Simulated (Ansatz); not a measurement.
The relaxed structure here is a generated cell of ZrN: the first start was made by placing the elements on the sites of a structure type, and the end was not matched to a known phase here, so it may be hypothetical. Known forms of ZrN include space group No. 225.

The end point of a relaxation of ZrN. Space group P6/mmm (No. 191). Calculation: PBE (plane waves to 420 eV, PAW, scalar-relativistic; Ansatz, a first-principles code).

```cif
data_N3Zr3
_chemical_formula_sum 'Zr3 N3'
_space_group_name_H-M_alt 'P6/mmm'
_space_group_IT_number 191
_space_group_name_Hall '-P 6 2'
_cell_length_a 5.56449
_cell_length_b 5.56449
_cell_length_c 3.22126
_cell_angle_alpha 90.000
_cell_angle_beta 90.000
_cell_angle_gamma 120.000
loop_
_atom_site_label
_atom_site_type_symbol
_atom_site_symmetry_multiplicity
_atom_site_Wyckoff_symbol
_atom_site_fract_x
_atom_site_fract_y
_atom_site_fract_z
_atom_site_occupancy
Zr1 Zr 3 f 0.00000 0.50000 0.00000 1
N1 N 1 a 0.00000 0.00000 0.00000 1
N2 N 2 d 0.33333 0.66667 0.50000 1
```

Task: Predict the magnetic moment from PBE.

Result: Net 0.04 μB/atom, ferromagnetic.

Spin state reached: ferromagnetic (net 0.04 μB/atom); other spin orders were not run from this start.

The run could not lose the symmetry of its start: the end is stationary, and may be a saddle point rather than a minimum.

All atoms sit on sites fixed by symmetry, so only the cell could relax.
